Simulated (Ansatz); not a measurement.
**Cd2Cu2O: relaxed-ion elastic tensor**

Method: Ansatz 0.2.0, DFT PBE, scalar-relativistic, plane waves, PAW. Plane waves to 420 eV; Γ-centred k mesh 12×12×4; Gaussian smearing of 0.10 eV. No spin polarisation.

Equilibrium structure at this level:
```yaml
crystal:
  lattice:
    - [3.17424, 0.00000, 0.00000]
    - [-1.58712, 2.74897, 0.00000]
    - [0.00000, 0.00000, 8.70449]
  atoms:
    - { symbol: Cd, position: [0.33333, 0.66667, 0.17116] }
    - { symbol: Cd, position: [0.66667, 0.33333, 0.82884] }
    - { symbol: Cu, position: [0.66667, 0.33333, 0.40388] }
    - { symbol: Cu, position: [0.33333, 0.66667, 0.59612] }
    - { symbol: O, position: [0.00000, 0.00000, 0.00000] }
```

It was reached by relaxing an invented guess, and it needn't be the stable form of this composition. In a metal, frequencies and elastic constants depend on the k mesh and the smearing, soft modes and shear constants most.

Question: Give the relaxed-ion elastic constants (GPa, Voigt order xx yy zz yz xz xy, on the Cartesian axes of the cell above).

Answer:
```
104.3  56.4  86.2  -6.5   0.0   0.0
 56.4 104.3  86.2   6.5   0.0   0.0
 86.2  86.2 158.0   0.0   0.0   0.0
 -6.5   6.5   0.0  45.8   0.0   0.0
  0.0   0.0   0.0   0.0  45.8  -6.5
  0.0   0.0   0.0   0.0  -6.5  23.9
```

Question: Is the crystal stable against homogeneous strain?

Answer: Yes: the least eigenvalue of the tensor is 22.1 GPa.

Question: And the moduli of a polycrystal (Hill averages)?

Answer: B = 86 GPa, G = 30 GPa, E = 80 GPa, ν = 0.34.
